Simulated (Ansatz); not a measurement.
Zr2C:
```
Zr2C
1.0
    1.65069     0.95302     5.32938
   -1.65069     0.95302     5.32938
    0.00000    -1.90605     5.32938
Zr C
2 1
Cartesian
  0.00000   0.00000  11.91124
  0.00000   0.00000   4.07690
  0.00000   0.00000   0.00000
```

Relaxed with PBEsol. Special points in fractions of this cell's reciprocal vectors: Γ (0.000, 0.000, 0.000); T (0.500, 0.500, 0.500); H2 (0.812, 0.188, 0.500); H0 (0.500, -0.188, 0.188); L (0.500, 0.000, 0.000); S0 (0.344, -0.344, 0.000); S2 (0.656, 0.000, 0.344); F (0.500, 0.000, 0.500).

Question: List the band energies nearest the Fermi level at these points for DFT-PBEsol with spin–orbit coupling in the program Ansatz with PAW potentials.

Answer: In eV from the Fermi level; about four levels below and three above (degenerate sets whole), none deeper than 8.9 eV; points with the same levels are listed once.

```csv
k,below,above
Γ,-2.69 -2.69 -1.96 -1.96,0.79 0.79 0.83 0.83
T,-1.03 -1.03 -0.04 -0.04,1.15 1.15 1.24 1.24
H2,-0.79 -0.79 -0.53 -0.53,0.53 0.53 1.51 1.51
L,-1.48 -1.48 -0.76 -0.76,0.27 0.27 2.69 2.69
S0,-0.92 -0.92 -0.40 -0.40,0.52 0.52 1.37 1.37
F,-2.03 -2.03 -0.58 -0.58,1.20 1.20 3.61 3.61
```

Space group R-3m. The start of the workflow was typed in or built on a structure type; neither database checked (COD, Materials Project) lists it. Its standing as an ambient phase is unchecked. Symmetry was held in the PBEsol relaxation; its stability against distortions is not shown here. The run is not spin-polarised. The volume moved by -19 % from the start of the relaxation.

Potentials: the earlier of the program's two PAW sets. The files were generated under PBE; for other functionals the program regenerates the frozen cores, and for LDA and PBEsol the local potential too.
